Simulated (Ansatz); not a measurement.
Bi: levels along high-symmetry lines

```xyz
2
Lattice="2.2730 1.3123 3.9540 -2.2730 1.3123 3.9540 0.0000 -2.6246 3.9540" Properties=species:S:1:pos:R:3 pbc="T T T"
Bi    0.0000    0.0000    2.7744
Bi    0.0000    0.0000    9.0876
```

Atom numbers follow the list: Bi1, Bi2.

Conventional cell: a = 4.546 Å, b = 4.546 Å, c = 11.862 Å, α = 90.00°, β = 90.00°, γ = 120.00°. Bi (atom 1) is surrounded by 6 Bi at 3.07 to 3.53 Å.

The structure is an experimental refinement, used without relaxation.

Spin–orbit coupling is left out, though it moves levels of the heavy atoms by tenths of an eV or more.

All numbers below come from Ansatz 0.2.0, DFT, LDA, all-electron LAPW, scalar-relativistic.

Numerical set-up: a Γ-centred 11×11×11 k mesh, Fermi–Dirac smearing of 0.03 eV, basis error target 0.25 meV/atom, no spin polarisation.

Points in fractions of the reciprocal vectors of this cell: Γ (0, 0, 0), T (0.5, 0.5, 0.5), H2 (0.76, 0.24, 0.5), H0 (0.5, -0.24, 0.24), L (0.5, 0, 0), S0 (0.37, -0.37, 0), S2 (0.63, 0, 0.37), F (0.5, 0, 0.5). The path joins them by straight lines in the order Γ–T–H2–H0–L–Γ–S0–S2–F; legs that retrace an earlier one aren't tabulated. Energies are in eV from the Fermi level.

(1) Is there a gap?

(2) List the levels between -20 and 6 eV at the symmetry points.

Results:

(1) None at this level of theory (metallic, semimetallic, or a small gap that the functional closes).

(2) 
Γ: -13.06, -7.54, -1.43, -1.17 (×2), 2.51, 2.96 (×2), 5.72, 5.88 (×2)
T: -11.86, -9.91, -0.92, -0.56 (×2), 0.72 (×2), 0.77
H2: -10.84, -10.22, -4.01, -3.92, -0.39, 0.80, 5.02 (×2)
H0: -10.84, -10.22, -4.01, -3.92, -0.39, 0.80, 5.02 (×2)
L: -11.17, -10.52, -1.29, -1.14, -0.24, -0.23, 0.57, 1.06
S0: -10.84, -10.25, -4.30, -2.44, -2.40, 2.97, 3.09, 4.80, 5.86
S2: -10.84, -10.25, -4.30, -2.44, -2.40, 2.97, 3.09, 4.80, 5.86
F: -11.26, -9.49, -4.61, -2.96, -2.84, 2.43, 4.91, 5.42
